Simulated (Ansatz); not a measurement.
Property card for AlBi₂Se₃

AlBi2Se3:
```
CELL_PARAMETERS angstrom
      3.69467     0.00000     0.00000
     -1.84734     3.19968     0.00000
      0.00000     0.00000    12.08506
ATOMIC_POSITIONS crystal
  Se 0.33333 0.66667 0.61810
  Bi 0.66667 0.33333 0.82660
  Se 0.00000 0.00000 0.00000
  Bi 0.33333 0.66667 0.17340
  Se 0.66667 0.33333 0.38190
  Al 0.00000 0.00000 0.50000
```

Space group P-3m1 (No. 164); conventional cell a = 3.695 Å, b = 3.695 Å, c = 12.085 Å, α = 90.00°, β = 90.00°, γ = 120.00°.

Method: plane-wave PAW PBE+D3(BJ) (Ansatz code). Geometry: relaxed at this level of theory. Other levels are named where they apply.

Cell and energy:

Volume per atom: 23.81 Å³
Density: 7.93 g/cm³
Formation energy from the elements (no fitted shifts): -0.39 eV/atom

Electronic structure:

* **Electronic character**: metallic (no gap)
* **Density of states at the Fermi level**: 0.43 states/eV per atom (mean over ±0.08 eV)
* **Gap with spin–orbit coupling**: none (metallic)

Mechanics:

- Bulk modulus (Birch–Murnaghan fit) = 63.5 GPa
- Pressure derivative B′ = 4.8

Phonons:

Highest zone-centre frequency: 40.9 meV
Zone-centre stability: unstable, softest mode 29i cm⁻¹

Charges:

- Bader charges: Se -1.28 to -0.63, Bi +0.56, Al +2.07 e

The cell is a constructed one: a structure type filled with these elements; neither database checked (COD, Materials Project) lists it. Whether it is the stable phase at ambient conditions was not checked. The cell was relaxed with PBE+D3(BJ) under the symmetry of its start; of distortions, only those at the zone centre were tested, and some modes there are weakly imaginary. With an odd number of electrons in the cell and no spin polarisation, the count alone makes it a metal. As this level gives no gap, phonon frequencies hold no LO–TO term and depend on the k-mesh and smearing (Fermi–Dirac, 0.1 eV here). The references are the lowest solids computed at this level, not always the standard phases. Scalar-relativistic: spin–orbit coupling is off unless named, which matters more the heavier the elements.

Potentials: the later of the program's two PAW sets.
